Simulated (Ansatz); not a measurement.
Here is the system:

BAs:
```xyz
12
Lattice="5.9221 0.0000 0.0000 0.0000 5.9221 0.0000 0.0000 0.0000 5.9221" Properties=species:S:1:pos:R:3 pbc="T T T"
B      1.4805     0.0000     2.9611
B      2.9611     1.4805     0.0000
B      2.9611     4.4416     0.0000
B      4.4416     0.0000     2.9611
B      0.0000     2.9611     4.4416
B      0.0000     2.9611     1.4805
As     1.4805     2.9611     0.0000
As     0.0000     1.4805     2.9611
As     0.0000     4.4416     2.9611
As     4.4416     2.9611     0.0000
As     2.9611     0.0000     4.4416
As     2.9611     0.0000     1.4805
```

This is the PBE-relaxed structure.

Problem. All from the program Ansatz at the PBE level (PAW), unless another level is named. Estimate the hole effective mass with spin–orbit coupling, band 1 of 2 at the edge.

Solution. 1.2 along [100], 0.64 along [110], 0.52 along [111] (mₑ).

Problem. Next, the electron effective mass?

Solution. 0.34, 0.34, 0.67 mₑ (principal values).

Problem. Next, the smallest direct gap on the standard path?

Solution. 0.94 eV.

Space group Pm-3n. The start of the workflow was typed in or built on a structure type; neither database checked (COD, Materials Project) lists it. It is not the phase usual at ambient conditions (space group No. 216). The PBE relaxation kept the symmetry of its start; whether a distortion lowers the energy is not shown. Its formation energy is positive at this level, so the cell may be metastable or incomplete. Scalar-relativistic: spin–orbit coupling is off unless named, which matters more the heavier the elements.

Potentials: the earlier of the program's two PAW sets.
